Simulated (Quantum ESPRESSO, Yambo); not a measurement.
## Levels of theory for the gap of Si

Si (diamond, space group Fd-3m, No. 227): one geometry, one set of PBE (Quantum ESPRESSO, PseudoDojo norm-conserving, 36 Ry, without SOC) orbitals, self-energies from Yambo (4×4×4 Γ-centred k mesh, 148 bands and a 14 Ry block in the screening, 148 bands in G with the Bruneval-Gonze terminator, plasmon pole fitted at 27.2 eV).

The geometry is that of Materials Project entry mp-149, symmetrised and not relaxed again.

```json
[
 {"level": "PBE (Quantum ESPRESSO)", "gap Γ → X (eV)": "0.72", "direct gap at Γ (eV)": "2.55", "rough Yambo cost": "–"},
 {"level": "exchange only (Hartree-Fock self-energy on PBE orbitals)", "gap Γ → X (eV)": "6.13", "direct gap at Γ (eV)": "8.45", "rough Yambo cost": "about 1/90 (8 states)"},
 {"level": "static COHSEX@PBE", "gap Γ → X (eV)": "1.92", "direct gap at Γ (eV)": "3.78", "rough Yambo cost": "about 1/9 (3 states)"},
 {"level": "G0W0@PBE, plasmon pole", "gap Γ → X (eV)": "1.33", "direct gap at Γ (eV)": "3.24", "rough Yambo cost": "1 (8 states)"},
 {"level": "G0W0@PBE, multipole fit to 8 frequencies, no terminator", "gap Γ → X (eV)": "1.35", "direct gap at Γ (eV)": "3.24", "rough Yambo cost": "within a factor of two (3 states)"}
]
```

Bare exchange has no screening and gives the widest gap; static COHSEX screens it but leaves out the frequency dependence, which G0W0 restores. The mesh misses a band edge: along a dense path the PBE gap is 0.59 eV against 0.72 eV on the mesh.

Costs are rough ratios of core time on shared machines.

Nearest settings tried, and what they do to the gap: 90 bands in W, 90 bands in G: -16 meV; 6 Ry block (89 vectors against 283): -87 meV. Not varied: mesh. So the settings aren't converged at that level.
